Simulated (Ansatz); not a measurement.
## GdCo₃ in the AuCu3-type structure

The computed numbers are results of PBE+U (U_eff = 6 eV on Gd 4f), scalar-relativistic (collinear spin) in the plane-wave PAW code Ansatz at 420 eV, Γ-centred 8×8×8 mesh, 0.05 eV Gaussian smearing. The datasets are Ansatz's generated set soft_2.

```yaml
crystal:
  lattice:
    - [3.89309, 0.00000, 0.00000]
    - [0.00000, 3.89309, 0.00000]
    - [0.00000, 0.00000, 3.89309]
  atoms:
    - { symbol: Gd, position: [0.00000, 0.00000, 0.00000] }
    - { symbol: Co, position: [0.00000, 0.50000, 0.50000] }
    - { symbol: Co, position: [0.50000, 0.50000, 0.00000] }
    - { symbol: Co, position: [0.50000, 0.00000, 0.50000] }
```

This is a trial structure made by placing the elements on a prototype's sites, so it needn't be the stable form.

Magnetic state: ferrimagnetic, site spin moments Gd 7.16; Co -1.31 μB.

The geometry was relaxed with PBE+U and stays fixed; the gap of the first row includes a band path, the others are on their meshes. A negative pressure means that the level wants a smaller cell.

```csv
level,k-mesh,gap (eV),P (GPa),largest spin moment (μB),f electrons (Löwdin)
PBE+U (U_eff = 6 eV on Gd 4f),8×8×8,metal,0.1,7.16,7.04
HSE06,6×6×6,metal,11.5,7.23,7.04
"PBE+U (U_eff = 6 eV on Gd 4f) with spin–orbit coupling, moments started along [001]",8×8×8,metal,0.0,6.84,7.04
PBE+U (U_eff = 2 eV on Gd 4f),8×8×8,metal,-0.9,7.10,7.08
```

Question: What do the gap, the largest spin moment and the pressure become under PBE+U (U_eff = 1 eV on Gd 4f) (8×8×8)?

Answer: Gap zero (metallic), pressure -1.2 GPa, largest spin moment 7.07 μB.

**Why the levels differ.**

To first order a pressure P at this geometry moves the equilibrium volume by ΔV/V ≈ P/B0, with B0 = 114 GPa from PBE+U's equation of state: PBE+U (U_eff = 2 eV on Gd 4f) −0.88/114.0 = −0.8 %, about 14.6 Å³/atom; PBE+U (U_eff = 1 eV on Gd 4f) −1.23/114.0 = −1.1 %, about 14.6 Å³/atom; HSE06 11.51/114.0 = +10.1 %, about 16.2 Å³/atom (from 14.75). These are estimates, not relaxations.

From U = 1 to 6 eV on Gd the pressure goes from -1.2 to 0.1 GPa, the crystal stays metallic, and the largest spin moment goes from 7.07 to 7.16 μB. A larger U localises the open shell and takes it out of the bonding, so the cell wants to grow.

Site moments are integrated over atomic spheres, and over Gaussian weights of 0.5 Å with spin–orbit coupling, which catches less, so rows with and without it don't compare exactly; the coupling itself also lowers spin moments.

With a Hubbard U or exact exchange the result depends on the state in which the open shell ends, and a lower one can't be excluded.

The hybrid's mesh is coarser. The hybrid's pressure is less tightly converged. Pressures are a third of the stress tensor's trace.
